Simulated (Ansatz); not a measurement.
HgTe in space group P-6m2 (No. 187; Hg on 1a, Te on 1f) at seven volumes, r²SCAN (plane waves, PAW; program Ansatz), shape and atoms relaxed at each. One row is withheld.

```tsv
V (Å³/atom)	P (GPa)
26.427	5.46
27.298	3.31
28.169	1.49
29.041	0.00
29.912	?
30.783	-2.15
31.654	-3.02
```

Problem. Fit the shown pressures and predict the withheld one.

Solution. P = (3/2)B₀(x^(7/2) − x^(5/2))[1 + (3/4)(B′ − 4)(x − 1)] with x = (V₀/V)^(2/3). Least squares on the six rows gives V₀ = 29.056 Å³/atom, B₀ = 44.4 GPa, B′ = 5.52. At V = 29.912, x = 0.9808 and P = -1.19 GPa. The run itself gave -1.11 GPa.

The cell is a constructed one: a structure type filled with these elements; neither database checked (COD, Materials Project) lists it. It is not the phase usual at ambient conditions (space group No. 216). The cell was relaxed with r²SCAN under the symmetry of its start; whether a distortion lowers the energy is not shown. Spin–orbit coupling is left out wherever it is not named.

Potentials: the later of the program's two PAW sets.
